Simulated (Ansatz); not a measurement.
Space group P4/mmm (No. 123). a = 3.038 Å, b = 3.038 Å, c = 3.661 Å, α = 90.00°, β = 90.00°, γ = 90.00°
| atom | site | symmetry | x | y | z |
| --- | --- | --- | --- | --- | --- |
| Cd | 1a | 4/mmm | 0.0000 | 0.0000 | 0.0000 |
| Pd | 1d | 4/mmm | 0.5000 | 0.5000 | 0.5000 |

Equation of state of this CdPd structure (not necessarily the ground state), with shape and atoms relaxed at each volume where symmetry leaves them free. It has no gap at any of these volumes. Method: DFT r2SCAN, scalar-relativistic, plane waves, PAW in Ansatz 0.2.0.

Cutoff 500 eV; k points 14×14×12 on the computed 2-atom cell (Γ-centred); Gaussian smearing, width 0.10 eV; no spin polarisation.

```csv
V (Å³/atom),E − E(largest V) (meV/atom),P (GPa)
14.871,72.27,23.03
15.377,11.72,15.52
15.884,-27.23,9.33
16.391,-48.33,4.23
16.898,-54.74,0.01
17.405,-49.04,-3.46
17.912,-33.36,-6.32
18.588,0.00,-9.33
```

Fit a third-order Birch–Murnaghan equation to E(V).

V0 = 16.90 Å³/atom, B0 = 127 GPa, B0' = 5.5.

Cost: 8 runs of about 9.2 core-minutes in all, on Arm Neoverse V1 (shared hosts).